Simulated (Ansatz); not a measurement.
# One input, then a changed one: K (hcp type)

First run: DFT, PBEsol, PAW with Ansatz's default frozen-core files, scalar-relativistic (Ansatz 0.2.0).

Command: `ansatz run input.yaml --threads 1 --pin off --max-ram 2048MiB --backend cpu --events-out ev --progress --plain --runs-dir out` It took 7.3 s on 1 thread of Arm Neoverse V1 (shared host), peak memory 0.51 GiB.

```yaml
crystal:
  lattice:
    - [3.9366040416, 0.0, 0.0]
    - [-1.9683020208, 3.4091991047, 0.0]
    - [0.0, 0.0, 6.3772985475]
  atoms:
    - { symbol: K, position: [0.3333333333, 0.6666666667, 0.25] }
    - { symbol: K, position: [0.6666666667, 0.3333333333, 0.75] }
kpoints:
  mp_grid: { grid: [10, 10, 5] }
scf:
  occupations: { method: fermi_dirac, width: 0.05 }
hamiltonian:
  xc: pbesol
  pseudopotentials: { kind: paw }
output:
  forces: true
  stress: true
  eigenvalues: true
basis:
  ecutwfc: 1000
```

The cell comes from a relaxation on PAW files under the same functional, begun from a prototype that needn't be the stable phase.

This run: volume at 0.6 of the series' base cell, ecut 1000.

It converges in 6 SCF iterations at a pressure of 4.84 GPa, cutoff 1000 eV.

The input is then changed:

```diff
   pseudopotentials: { kind: paw }
+  dispersion: d3bjatm
 output:
   eigenvalues: true
+  write_density: true
+  write_potential: true
+  elf: true
+  volumetric_format: npy
 basis:
```

Predict the outcome of the changed run.

It converges in 6 SCF iterations at a pressure of 4.04 GPa, cutoff 1000 eV. More than one line changes, and not each need have an effect.
